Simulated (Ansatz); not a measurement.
**Al2Ru: phonon runs at many settings, some unsound**

Level of theory: DFT LDA, scalar-relativistic, plane waves, PAW (Ansatz 0.2.0). Cutoff 420 eV, 18×18×18 k-points (Γ-centred), Fermi-Dirac smearing of 0.15 eV. No spin polarisation. Phonons by linear response, acoustic sum rule imposed.

Equilibrium structure at this level:
```xyz
3
Lattice="-1.5510 1.5510 4.1710 1.5510 -1.5510 4.1710 1.5510 1.5510 -4.1710" Properties=species:S:1:pos:R:3 pbc="T T T"
Al    0.0000    0.0000    5.4967
Al    0.0000    0.0000    2.8453
Ru    0.0000    0.0000    0.0000
```

In a metal, frequencies and elastic constants depend on the k mesh and the smearing, soft modes and shear constants most.

At these settings the run gives the optical modes at Γ (cm⁻¹, by rank, not all listed, no LO field; i marks imaginary):
```tsv
setting	mode 1	mode 2	mode 4	mode 6
reference run	254	265	333	449
```

Task: One thing at a time is changed: finite displacements of 0.003 Å in the cell itself; cutoff 200 eV. What does each run give?

Result:
```
                                           setting mode 1  mode 2  mode 4  mode 6
finite displacements of 0.003 Å in the cell itself     254     265     333     449
                                     cutoff 200 eV     213     264     353     463
```
The reference run stands for the crystal at ordinary settings. Below the recommended cutoff: cutoff 200 eV. No effect at these digits: finite displacements of 0.003 Å in the cell itself.

Cost: 3 runs of about 26 core-minutes in all, on AMD EPYC 7571 (shared hosts).